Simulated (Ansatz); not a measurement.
# SnSe2: do the settings matter for the field gradients?

This input was run with Ansatz:

```yaml
crystal:
  lattice:
    - [3.811, 0.0, 0.0]
    - [-1.9055, 3.3004228138, 0.0]
    - [0.0, 0.0, 6.136]
  atoms:
    - { symbol: Sn, position: [0.0, 0.0, 0.0] }
    - { symbol: Se, position: [0.3333333333, 0.6666666667, 0.249] }
    - { symbol: Se, position: [0.6666666667, 0.3333333333, 0.751] }
kpoints:
  mp_grid: { grid: [13, 13, 7] }
scf:
  occupations: { method: fermi_dirac, width: 0.02 }
hamiltonian:
  xc: pbe
  pseudopotentials: { kind: paw }
output:
  forces: true
  stress: true
  populations: true
  efg: { quadrupole_moments_barn: { Sn: -0.132 }, contact_densities: true }
basis:
  ecutwfc: "350 eV"
```

The quadrupole moment typed for Sn is that of the 23.9 keV Mössbauer state of ¹¹⁹Sn; the ground state has I = 1/2 and no quadrupole moment.

It converged. Of its output the block on the nuclei alone is shown, without the SCF iterations, energies, forces and stress (one atom of each set):

```
--- PAW observables at the nuclei: V_zz in 10²¹ V/m², potentials from the cell's mean, atoms counted from 1 ---
  atom   1  Sn V_zz =    +0.300275   η = 0.0000   by run symmetry: allowed   C_q = -0.9584 MHz
            electrostatic potential = -8170.667628 V   contact ρ = 1236322.783149 e/Å³
  atom   2  Se V_zz =    -9.991691   η = 0.0000   by run symmetry: allowed
            electrostatic potential = -4711.115499 V   contact ρ = 262890.136849 e/Å³
```

Problem. Can these gradients be trusted, and how do they compare with a run on standard settings?

Solution. They agree with the standard run. Against the standard input the change is `basis.ecutwfc`: not typed → 350 eV. A site carries the number of its first atom; V_zz in 10²¹ V/m².

```json
{"site": "Sn", "atom": "1", "V_zz standard": "0.29", "η standard": "0.00", "V_zz here": "0.30", "η here": "0.00"}
{"site": "Se", "atom": "2", "V_zz standard": "-10.00", "η standard": "0.00", "V_zz here": "-9.99", "η here": "0.00"}
```

No V_zz moves by more than 0.01. SCF iterations: 6 and 6. New warnings: cutoff below recommended. In the changed run the cutoff of 350 eV lies below the one recommended for these PAW files, yet the gradients stay close to the reference.

On the reference run: The calculated pressure of 6 GPa (PBE) comes partly from the unrelaxed atoms: it is 2.6 GPa once they are relaxed in the same cell. The largest force is 0.8 eV/Å, so the atoms aren't at the calculated equilibrium and relaxing them would move these values. Without spin–orbit coupling (the program notes it for Sn) the gradients can shift somewhat, as the gap is small.
